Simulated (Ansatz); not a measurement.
Consider the following.

AlBRu₃:
```xyz
5
Lattice="4.0262 0.0000 0.0000 0.0000 4.0262 0.0000 0.0000 0.0000 4.0262" Properties=species:S:1:pos:R:3 pbc="T T T"
Al     0.0000     0.0000     0.0000
Ru     0.0000     2.0131     2.0131
Ru     2.0131     0.0000     2.0131
Ru     2.0131     2.0131     0.0000
B      2.0131     2.0131     2.0131
```

This is the r²SCAN-relaxed structure.

Problem. All from DFT-r²SCAN in the program Ansatz with PAW potentials, unless another level is named. Predict the electronic character.

Solution. metallic (no gap).

Problem. What about the formation energy from the elements (no fitted shifts)?

Solution. -0.11 eV/atom.

Problem. And the density of states at the Fermi level?

Solution. 1.3 states/eV per atom (mean over ±0.08 eV).

Problem. Next, the gap with spin–orbit coupling?

Solution. none (metallic).

Space group Pm-3m (cubic perovskite). The start of the workflow was typed in or built on a structure type; neither database checked (COD, Materials Project) lists it. Its standing as an ambient phase is unchecked. The cell was relaxed with r²SCAN under the symmetry of its start; its stability against distortions is not shown here. The run is not spin-polarised. The volume moved by -15 % from the start of the relaxation. The references are the lowest solids computed at this level, not always the standard phases. Spin–orbit coupling is left out wherever it is not named.

Potentials: the later of the program's two PAW sets.
